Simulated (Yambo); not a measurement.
Sr2GaSbO6 (space group Fm-3m, No. 225), G0W0@LDA in Yambo with this input:

```
rim_cut
gw0
dyson
el_el_corr
HF_and_locXC
ppa
em1d
RandQpts= 1000000
RandGvec= 1 Ry
EXXRLvcs= 84 Ry
VXCRLvcs= 336 Ry
Chimod= "HARTREE"
% BndsRnXp
 1 | 201 |
%
NGsBlkXp= 7 Ry
% LongDrXp
 1.0 | 1.0 | 1.0 |
%
PPAPntXp= 27.2114 eV
% GbndRnge
 1 | 201 |
%
GTermKind= "BG"
DysSolver= "n"
ExtendOut
```

On a 2×2×2 mesh, with wavefunctions cut at 84 Ry, the gap (Γ → Γ) is 1.808 eV and the valence edge shifts by -0.585 eV.

Problem. What happens with this change: exchange cut at 10 Ry?

Solution. The gap falls by 0.455 eV, to 1.353 eV; the shift of the valence edge becomes 0.534 eV. Neither run is shown to be the converged limit.

The standard potentials for Ga, Sb keep a d shell in the valence without the s and p states of that shell. In tests on such compounds this moved G0W0 gaps by up to about 0.9 eV, so absolute quasiparticle energies here are unreliable; differences between settings are what counts.

Spin-orbit coupling is not included.

Geometry of the Materials Project entry, not relaxed at this level; primitive cell a = b = c = 5.6409 Å, α = β = γ = 60.00°.

The structure is a Materials Project entry; no match was found in the copy of COD used, and its stability was not checked.

A shift is the quasiparticle energy of the state minus its LDA energy.
